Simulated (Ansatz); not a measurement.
InP:
```cif
data_In4P4
_chemical_formula_sum 'P4 In4'
_space_group_name_H-M_alt 'F-43m'
_space_group_IT_number 216
_space_group_name_Hall 'F -4 2 3'
_cell_length_a 5.90663
_cell_length_b 5.90663
_cell_length_c 5.90663
_cell_angle_alpha 90.000
_cell_angle_beta 90.000
_cell_angle_gamma 90.000
loop_
_atom_site_label
_atom_site_type_symbol
_atom_site_symmetry_multiplicity
_atom_site_Wyckoff_symbol
_atom_site_fract_x
_atom_site_fract_y
_atom_site_fract_z
_atom_site_occupancy
P1 P 4 c 0.25000 0.25000 0.25000 1
In1 In 4 a 0.00000 0.00000 0.00000 1
```
(The calculation used a cell of 2 atoms; values per cell refer to that cell.)

Relaxed with r²SCAN. r²SCAN in the plane-wave PAW code Ansatz gives a gap of 1.03 eV.

What gap does HSE06 give on the same cell (Ansatz, PAW)?

1.36 eV, 0.33 eV more. The hybrid was solved on a coarser mesh and at special points; its gap is the smallest among all of these.

```tsv
k	v1 r²SCAN	c1 r²SCAN	v1 HSE06	c1 HSE06
Γ	0.00	1.03	0.00	1.36
X	-2.33	2.04	?	?
L	-0.97	1.80	?	?
W	-2.90	4.57	?	?
K	-1.95	2.65	?	?
```

Top valence (v1) and lowest conduction level (c1) in eV from each method's valence maximum (which need not be a listed point): supply the withheld HSE06 values.


- W, v1 HSE06: -3.04
- W, c1 HSE06: 5.03
- K, v1 HSE06: -2.05
- K, c1 HSE06: 3.06
- X, v1 HSE06: -2.46
- X, c1 HSE06: 2.40
- L, v1 HSE06: -1.03
- L, c1 HSE06: 2.19

Cost on shared cores: the r²SCAN run (SCF on a 8×8×8 mesh, then bands and DOS) roughly 28 core-seconds, the HSE06 run (SCF on 6×6×6, then a few points) about 110 core-seconds (a rough figure); the tasks are unlike.

The r²SCAN relaxation kept the symmetry of its start; of distortions, only those at the zone centre were tested. Scalar-relativistic: spin–orbit coupling is off unless named, which matters more the heavier the elements.

Potentials: the later of the program's two PAW sets.
